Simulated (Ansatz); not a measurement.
GaSb:
```
CELL_PARAMETERS angstrom
      3.94693     0.00000     0.00000
     -1.97346     3.41814     0.00000
      0.00000     0.00000     7.25623
ATOMIC_POSITIONS crystal
  Ga 0.00000 0.00000 0.00000
  Ga 0.00000 0.00000 0.50000
  Sb 0.33333 0.66667 0.25000
  Sb 0.66667 0.33333 0.75000
```

Relaxed with PBE. Special points in fractions of this cell's reciprocal vectors: Γ (0.000, 0.000, 0.000); M (0.500, 0.000, 0.000); K (0.333, 0.333, 0.000); A (0.000, 0.000, 0.500); L (0.500, 0.000, 0.500); H (0.333, 0.333, 0.500).

### Question
List the band energies nearest the Fermi level at these points for the program Ansatz at the PBE level (PAW).

### Answer
In eV from the Fermi level; about four levels below and three above (degenerate sets whole), none deeper than 8.9 eV; points with the same levels are listed once.

```tsv
k	below	above
Γ	-7.54 -0.79 -0.77	0.60 0.60 1.17 1.17
M	-4.93 -4.50 -3.64 -1.69	0.60 1.07 1.17
K	-2.94 -2.94 -2.59 -2.59	4.07 4.19 5.22 5.22
A	-4.98 -4.98	0.89 0.89 0.89 0.89
L	-1.30 -1.30 -0.94 -0.94	3.05 3.05 5.24 5.24
H	-0.43 -0.43 -0.33 -0.33	1.74 1.74 7.07 7.07
```

Space group P6_3/mmc (NiAs type). The cell is a constructed one: a structure type filled with these elements; neither database checked (COD, Materials Project) lists it. It is not the phase usual at ambient conditions (space group No. 216). The PBE relaxation kept the symmetry of its start; its stability against distortions is not shown here. Spin–orbit coupling is left out wherever it is not named.

Potentials: the later of the program's two PAW sets.
